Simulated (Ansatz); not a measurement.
# Fields on a plane of AlN (zinc blende)

```
CELL_PARAMETERS angstrom
      0.00000     2.20161     2.20161
      2.20161     0.00000     2.20161
      2.20161     2.20161     0.00000
ATOMIC_POSITIONS crystal
  N  0.75000 0.75000 0.75000
  Al 0.00000 0.00000 0.00000
```

The slice is a {111} plane (indices of the conventional cell) through the point (0.750, 0.750, 0.750) (fractional), spanned by u = [100] and v = [-1 2 0] in vectors of this cell: u (3.11 Å) and v (5.39 Å, at 90° to u). It covers one period; positions are fractions (u, v).

Atoms on it: N at (0.00, 0.00); N at (0.50, 0.50). Other atoms lie within 1 Å of the plane.

Calculation: PBE (plane waves to 420 eV, PAW, scalar-relativistic; Ansatz, a first-principles code). k mesh 13×13×13. Near the nuclei the fields are pseudised (PAW); where an atom keeps semicore shells as valence, they peak there. AlN was relaxed with its symmetry unable to fall.

```tsv
v \ u	0.00	0.12	0.25	0.38	0.50	0.62	0.75	0.88
0.96	x	x	2.5	5.5	4.7	5.6	2.5	x
0.86	x	2.9	6.3	7.6	7.8	7.6	6.3	2.9
0.75	x	<-1.0	1.5	6.3	7.7	6.3	1.5	<-1.0
0.64	x	x	<-1.0	3.6	x	3.6	<-1.0	x
0.54	<-1.0	-0.6	0.4	x	x	x	0.4	-0.6
0.43	6.5	6.9	5.1	x	x	x	5.0	6.9
0.32	7.9	7.3	5.4	1.8	-0.4	1.9	5.4	7.3
0.21	7.4	5.9	-0.4	x	x	x	-0.4	5.9
0.11	x	x	-0.2	<-1.0	x	<-1.0	-0.2	x
0.00	x	x	x	3.3	1.5	3.3	x	x
```

Values: electrostatic potential energy of an electron, from the cell's mean, in eV. Points within 0.8 Å of a nucleus are blanked (x), as the pseudised field means little there. Values under -1 eV are set to -1. The zero, the cell's mean, hangs on the PAW cores.

```
v \ u  0.00  0.12  0.25  0.38  0.50  0.62  0.75  0.88
-----  ----  ----  ----  ----  ----  ----  ----  ----
0.96      x  0.66  0.79  0.47  0.13  0.47  0.79  0.66
0.86   0.87  0.82  0.57  0.15  0.05  0.15  0.57  0.82
0.75   0.40  0.25  0.16  0.17  0.20  0.17  0.16  0.25
0.64   0.03  0.28  0.76  0.80  0.78  0.80  0.76  0.27
0.54   0.16  0.62  0.85  0.70     x  0.70  0.85  0.62
0.43   0.10  0.36  0.74  0.77     x  0.77  0.74  0.36
0.32   0.04  0.09  0.39  0.76  0.85  0.76  0.39  0.09
0.21   0.46  0.40  0.25  0.10  0.07  0.10  0.25  0.40
0.11   0.77  0.84  0.84  0.50  0.06  0.50  0.84  0.84
0.00      x     x  0.83  0.56  0.16  0.56  0.83     x
```

Values: electron localisation function (ELF). Points within 0.4 Å of a nucleus are blanked (x), as the pseudised field means little there.
